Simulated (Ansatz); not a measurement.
# Computed properties of La₂CuSi₃

La2CuSi3:
```yaml
crystal:
  lattice:
    - [4.13109, 0.00000, 0.00000]
    - [-2.06555, 3.57763, 0.00000]
    - [0.00000, 0.00000, 8.71992]
  atoms:
    - { symbol: La, position: [0.33333, 0.66667, 0.24676] }
    - { symbol: La, position: [0.33333, 0.66667, 0.75324] }
    - { symbol: Si, position: [0.66667, 0.33333, 0.50000] }
    - { symbol: Si, position: [0.00000, 0.00000, 0.00000] }
    - { symbol: Si, position: [0.00000, 0.00000, 0.50000] }
    - { symbol: Cu, position: [0.66667, 0.33333, 0.00000] }
```

Space group P-6m2 (No. 187); conventional cell a = 4.1311 Å, b = 4.1311 Å, c = 8.7199 Å, α = 90.00°, β = 90.00°, γ = 120.00°.

Method: r²SCAN in the plane-wave PAW code Ansatz. Structure relaxed to zero pressure with the same functional. Other levels are named where they apply.

Cell and energy:

```
Quantity                                                       Value
-----------------------------------------------------  -------------
Volume per atom                                             21.48 Å³
Density                                                   5.48 g/cm³
Formation energy from the elements (no fitted shifts)  -0.72 eV/atom
```

Electronic structure:

```
Quantity                                                                     Value
------------------------------------  --------------------------------------------
Electronic character                                             metallic (no gap)
Density of states at the Fermi level  0.49 states/eV per atom (mean over ±0.08 eV)
```

The workflow started from a Materials Project entry (that database holds measured and hypothetical structures alike); the Crystallography Open Database copy checked does not list it. With Si and Cu taken as one species the cell has the higher symmetry P6/mmm, so it may be an ordered model of a mixed-site phase. Its standing as an ambient phase is unchecked. Symmetry was held in the r²SCAN relaxation; its stability against distortions is not shown here. The run is not spin-polarised. The references are the lowest solids computed at this level, not always the standard phases. Scalar-relativistic: spin–orbit coupling is off unless named, which matters more the heavier the elements.

Potentials: the later of the program's two PAW sets.
